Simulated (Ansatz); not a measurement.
Here is the system:

GeSb$_{2}$Te$_{4}$:
```
GeSb2Te4
1.0
    2.13103     1.23035    13.87108
   -2.13103     1.23035    13.87108
    0.00000    -2.46070    13.87108
Ge Sb Te
1 2 4
Direct
  0.00000   0.00000   0.00000
  0.42197   0.42197   0.42197
  0.57803   0.57803   0.57803
  0.12947   0.12947   0.12947
  0.87053   0.87053   0.87053
  0.29296   0.29296   0.29296
  0.70704   0.70704   0.70704
```

This is the r²SCAN+D4-relaxed structure. Tensor components refer to the Cartesian frame of this cell.

**Question.** All from plane-wave PAW r²SCAN+D4 (Ansatz code), unless another level is named. Estimate the Poisson's ratio.

**Answer.** 0.22.

**Question.** Give the elastic constants (relaxed ions, GPa).

**Answer.** C11 = 82.3, C12 = 18.5, C13 = 17.9, C14 = 9.5, C33 = 35.6, C44 = 20.0.

Space group R-3m. The r²SCAN+D4 relaxation kept the symmetry of its start. Scalar-relativistic: spin–orbit coupling is off unless named, which matters more the heavier the elements.

Potentials: the later of the program's two PAW sets.
